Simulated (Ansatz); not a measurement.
BeS:
```cif
data_BeS
_chemical_formula_sum 'S1 Be1'
_space_group_name_H-M_alt 'P 1'
_space_group_IT_number 1
_cell_length_a 3.44257
_cell_length_b 3.44257
_cell_length_c 3.44257
_cell_angle_alpha 60.000
_cell_angle_beta 60.000
_cell_angle_gamma 60.000
loop_
_space_group_symop_operation_xyz
  'x, y, z'
loop_
_atom_site_label
_atom_site_type_symbol
_atom_site_fract_x
_atom_site_fract_y
_atom_site_fract_z
_atom_site_occupancy
S1 S 0.75000 0.75000 0.75000 1
Be1 Be 0.00000 0.00000 0.00000 1
```

Relaxed with r²SCAN. Independent-particle spectrum: no excitons, no local fields, no scissors shift; 0.1 eV broadening; ε₁ of the summed bands alone.

Tabulate the dielectric function from DFT-r²SCAN in the program Ansatz with PAW potentials.



```csv
E (eV),ε₁ xx,ε₂ xx
0.0,5.18,0.00
0.3,5.19,0.00
0.6,5.20,0.00
0.9,5.23,0.00
1.2,5.27,0.00
1.5,5.33,0.00
1.8,5.40,0.00
2.1,5.48,0.00
2.4,5.59,0.00
2.7,5.71,0.00
3.0,5.86,0.00
3.3,6.04,0.00
3.6,6.25,0.00
3.9,6.50,0.00
4.2,6.81,0.00
4.5,7.18,0.00
4.8,7.66,0.00
5.1,8.28,0.00
5.4,9.12,0.00
5.7,10.36,0.00
6.0,12.55,0.00
6.3,17.12,3.23
6.6,17.03,9.41
6.9,15.07,12.40
7.2,12.79,17.75
7.5,5.76,23.69
7.8,-2.90,14.49
8.1,-0.48,14.39
8.4,-3.71,11.56
8.7,-3.62,9.89
9.0,-4.54,8.62
9.3,-4.46,7.09
9.6,-4.34,5.96
9.9,-4.03,4.99
10.2,-3.75,4.28
10.5,-3.48,3.65
10.8,-3.18,3.14
11.1,-2.79,2.71
11.4,-2.48,2.35
11.7,-1.92,2.33
12.0,-2.07,2.41
```

From ε at 7.7 eV (xx: -3.64 + 17.95i), find n, k, the normal reflectivity and the absorption coefficient.

n = 2.71, k = 3.313, R = 56 %, α = 2kE/ħc = 2600000 cm⁻¹.

With all bands, ε∞ without local fields is 5.20. DFPT, with local fields, gives 4.94.

Space group F-43m (zinc blende). The cell was relaxed with r²SCAN under the symmetry of its start; phonons on a q-mesh show no instability.

Potentials: the later of the program's two PAW sets.
